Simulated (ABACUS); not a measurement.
A self-consistent single point of CsPbCl₃ (R32, 5 atoms in the cell; from Materials Project mp-675022, changed as shown) with ABACUS.

Level of theory: PBEsol, numerical atomic orbitals TZDP (confined pseudo-atomic orbitals with Gaussian additions; energy shift 0.003 Ry), PseudoDojo 0.4 standard norm-conserving PBEsol (tails mended) pseudopotentials run with ABACUS 3.10.1.

The change in words: lattice scaled by 0.98. Reference geometry (R32):
```yaml
crystal:
  lattice:
    - [4.00315, 2.31122, 3.29556]
    - [-4.00315, 2.31122, 3.29556]
    - [0.00000, -4.62244, 3.29556]
  atoms:
    - { symbol: Cs, position: [0.50000, 0.50000, 0.50000] }
    - { symbol: Pb, position: [0.00000, 0.00000, 0.00000] }
    - { symbol: Cl, position: [0.50000, 0.01860, 0.98140] }
    - { symbol: Cl, position: [0.98140, 0.50000, 0.01860] }
    - { symbol: Cl, position: [0.01860, 0.98140, 0.50000] }
```

Reference input (self-consistent single point, DFT, PBEsol, numerical atomic orbitals TZDP (confined pseudo-atomic orbitals with Gaussian additions; energy shift 0.003 Ry), PseudoDojo 0.4 standard norm-conserving PBEsol (tails mended) pseudopotentials): basis = TZDP numerical atomic orbitals, energy shift 0.003 Ry; KPT = Gamma 6 6 6 0 0 0; basis_type = lcao; ecutwfc = 100 Ry; smearing_method = fd; smearing_sigma = 0.00146997 Ry; potentials = PseudoDojo 0.4 standard norm-conserving PBEsol (tails mended); symmetry = 1; ks_solver = genelpa; scf_nmax = 100; scf_thr = 1.0e-07; mixing_type = pulay. This run's input differs from it in these lines:

```diff
@@ -34,5 +34,5 @@
 LATTICE_VECTORS
-   4.0031550000    2.3112230000    3.2955570000
-  -4.0031550000    2.3112230000    3.2955570000
-   0.0000000000   -4.6224450000    3.2955570000
+   3.9230920000    2.2649990000    3.2296460000
+  -3.9230920000    2.2649990000    3.2296460000
+   0.0000000000   -4.5299960000    3.2296460000
 
@@ -44,3 +44,3 @@
 1
-   0.0000000000    0.0000009449    9.3415502371 1 1 1
+   0.0000000000    0.0000018897    9.1547196292 1 1 1
 
@@ -54,5 +54,5 @@
 3
-   3.6417040791   -6.3076156823    9.3415502371 1 1 1
-   3.6417040791    6.3076175720    9.3415502371 1 1 1
-  -7.2834081583    0.0000009449    9.3415502371 1 1 1
+   3.5688700885   -6.1814627324    9.1547196292 1 1 1
+   3.5688700885    6.1814665118    9.1547196292 1 1 1
+  -7.1377401771    0.0000018897    9.1547196292 1 1 1
 # file: KPT
```

Log, with long lists cut:

```
 SELF-CONSISTENT
 -------------------------------------------

                  longest orb rcut (Bohr) = 13.1
   longest nonlocal projector rcut (Bohr) = 2.58
                     search radius (Bohr) = 31.4

                          real space grid = [ 72, 72, 72 ]
                                 init_chg = atomic

 LCAO ALGORITHM --------------- ION=   1  ELEC=   1--------------------------------

 Density error is 0.0579456599665
 E_KohnSham     -284.9133883028      -3876.4455174046
 E_Fermi        0.3798481628         5.1680993887

 LCAO ALGORITHM --------------- ION=   1  ELEC=   2--------------------------------

   [... lines left out ...]

   [... 6 blocks of this kind left out ...]

 LCAO ALGORITHM --------------- ION=   1  ELEC=   9--------------------------------

 Density error is 3.5139231934e-07
 E_KohnSham     -284.9656923119      -3877.1571499571
 E_Fermi        0.3802509053         5.1735789815

 LCAO ALGORITHM --------------- ION=   1  ELEC=  10--------------------------------

 Density error is 6.83805026284e-08
 E_KohnSham     -284.9656923119      -3877.1571499572
 E_KS(sigma->0) -284.9656923119      -3877.1571499572
 E_entropy(-TS) 0.0000000000         0.0000000000
 E_Fermi        0.3802508502         5.1735782322
 charge density convergence is achieved
 final etot is -3877.15715 eV
 EFERMI = 5.1735782322 eV

 STATE ENERGY(eV) AND OCCUPATIONS    NSPIN == 1
   [... 29 lines left out ...]

 TOTAL-FORCE (eV/Angstrom)
                       Cs1         0.0000000000         0.0000000000         0.0000000000
                       Pb1         0.0000000000         0.0000000000         0.0000000000
                       Cl1         0.0020269437        -0.0035107697         0.0000000000
                       Cl2         0.0020269437         0.0035107697         0.0000000000
                       Cl3        -0.0040538874         0.0000000000         0.0000000000

 TOTAL-STRESS (KBAR)
         7.8523965005        -0.0000000000         0.0000000000
        -0.0000000000         7.8523957303        -0.0000016209
         0.0000000000        -0.0000016209         7.5495135993
 TOTAL-PRESSURE: 7.751435 KBAR

 --------------------------------------------
 !FINAL_ETOT_IS -3877.1571499571527966 eV
 --------------------------------------------
```

The run converged in 10 iterations. Against the reference run the free energy hardly moves (within 1 meV/atom), the pressure goes from -0.81 to 0.78 GPa and the gap on the mesh goes from 2.041 to 1.790 eV.

Spin-orbit coupling is left out, which matters for bands and gaps with elements this heavy. The atom-centred basis is finite, which shifts total energies, pressures and gaps against plane waves. The structure comes from a collection of computed structures, made at another level of theory; the collection holds predicted forms beside known ones.

Cost on one core: very roughly 40 core-seconds.

The atomic orbitals were generated for these runs; they are not ABACUS's published sets and were checked against plane waves on a few crystals only.

“Tails mended”: in these copies of the files the far tail of each local potential was reset to the Coulomb form.
